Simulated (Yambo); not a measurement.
A G0W0@PBE run in Yambo for a free-standing PtS$_{2}$ monolayer (symmetry P-3m1, slab cell 15.5 Å high) (6×6×1 Γ-centred k mesh, bands 5 to 114 and a 6 Ry block in the screening, 114 bands in G with the Bruneval-Gonze terminator, plasmon pole fitted at 27.2 eV, slab-truncated Coulomb interaction, stochastic integration of W near q = 0) gives these matrix elements, in eV, at the band edges ((0.167, 0.167) → (0, 0.167)):

```tsv
state	E0	<Vxc>	<Σx>	<Σc(E0)>	Z
valence edge	0.000	-15.168	-17.804	2.028	0.742
conduction edge	2.080	-16.058	-12.649	-2.392	0.750
```

### Question
Solve the linearised quasiparticle equation for both states, give the gap, and say how exchange and correlation each act on it.

### Answer
E = E0 + Z(Σx + Σc − Vxc). Valence: 0.000 + 0.742 × (-17.804 + (2.028) − (-15.168)) = -0.45 eV. Conduction: 2.080 + 0.750 × (-12.649 + (-2.392) − (-16.058)) = 2.84 eV. The gap is 3.29 eV, against 2.08 eV in PBE. Replacing Vxc by bare exchange alone would open it by 6.04 eV; correlation takes back 4.42 eV of that, and Z scales what is left. Convergence of the G0W0 settings was not tested. Among the k points computed, the smallest G0W0 gap is 3.22 eV, (0, 0.167) → (0, 0.167). The mesh misses a band edge: along a dense path the PBE gap is 1.81 eV against 2.08 eV on the mesh. Without spin-orbit coupling, band edges of such heavy elements can be off by tenths of an eV.

Geometry relaxed with PBE+D3(BJ); primitive cell a = b = 3.5401 Å, c = 15.5000 Å, α = β = 90.00°, γ = 120.00°.
